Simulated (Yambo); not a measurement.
Yambo run on BeSe (zinc blende, space group F-43m, No. 216). The wavefunctions come from this Quantum ESPRESSO step (PBE, PseudoDojo stringent norm-conserving files, scalar-relativistic):

```
&CONTROL
  calculation = 'nscf'
  pseudo_dir = './pseudo'
  outdir = './out'
/
&SYSTEM
  ibrav = 0
  nat = 2
  ntyp = 2
  ecutwfc = 106.0
  ecutrho = 424.0
  occupations = 'fixed'
  force_symmorphic = .true.
  nbnd = 157
/
&ELECTRONS
  conv_thr = 2e-09
  diago_full_acc = .true.
  diago_thr_init = 1e-08
/
ATOMIC_SPECIES
Be 9.0122 Be.upf
Se 78.9710 Se.upf
CELL_PARAMETERS angstrom
  0.000000000000   2.565126122000   2.565126122000
  2.565126122000   0.000000000000   2.565126122000
  2.565126122000   2.565126122000   0.000000000000
ATOMIC_POSITIONS crystal
Be   0.000000000000   0.000000000000   0.000000000000
Se   0.750000000000   0.750000000000   0.750000000000
K_POINTS automatic
4 4 4 0 0 0
```

Yambo input:

```
rim_cut
gw0
dyson
el_el_corr
HF_and_locXC
ppa
em1d
RandQpts= 1000000
RandGvec= 1 Ry
EXXRLvcs= 106 Ry
VXCRLvcs= 424 Ry
Chimod= "HARTREE"
% BndsRnXp
 11 | 156 |
%
NGsBlkXp= 15 Ry
% LongDrXp
 1.0 | 1.0 | 1.0 |
%
PPAPntXp= 27.2114 eV
% GbndRnge
 1 | 156 |
%
GTermKind= "BG"
DysSolver= "n"
ExtendOut
% QPkrange
 1 | 1 | 14 | 15 |
 3 | 3 | 14 | 15 |
 7 | 7 | 14 | 15 |
 8 | 8 | 14 | 15 |
%
```

k points by index: 1 = Γ, 3 = L, 7 = X, 8 = W.

Resulting energies as the program prints them:

```
#    K-point    Band    Eo [eV]    E [eV]    E-Eo [eV]    Vxc [eV]    Vnlxc [eV]    Sc|Eo [eV]    Sc|E [eV]    dSc/dw|Eo [eV]    Re(Z)    Im(Z)
#
    1    14    0.000000    -0.844713    -0.844713    -14.80791    -17.16577    1.310691    1.513142    -6.521064    0.806681    -0.001252
    1    15    4.431836    4.850051    0.418215    -12.47505    -7.723374    -4.239145    -4.333465    -6.135269    0.816014    -0.001218
    3    14    -1.086788    -2.003724    -0.916937    -14.07731    -16.78963    1.568261    1.795382    -6.739433    0.801492    -0.001310
    3    15    4.376413    4.822463    0.446050    -11.67286    -6.975117    -4.149953    -4.251690    -6.204900    0.814313    -0.001217
    7    14    -2.681502    -3.729498    -1.047996    -13.10960    -16.41269    1.982299    2.255089    -7.082218    0.793480    -0.001434
    7    15    2.618285    2.822531    0.204246    -9.414475    -5.370203    -3.796745    -3.840025    -5.763277    0.825219    -0.001193
    8    14    -3.328184    -4.382230    -1.054046    -12.25144    -15.56511    1.984575    2.259617    -7.100354    0.793063    -0.368662E-3
    8    15    6.164655    6.477724    0.313069    -10.96432    -6.395900    -4.184354    -4.255355    -6.168764    0.815194    -0.001344
```
(The two width columns are left out.) Convergence of these settings isn't established.

Spin-orbit coupling is not included.

Geometry relaxed with PBEsol.
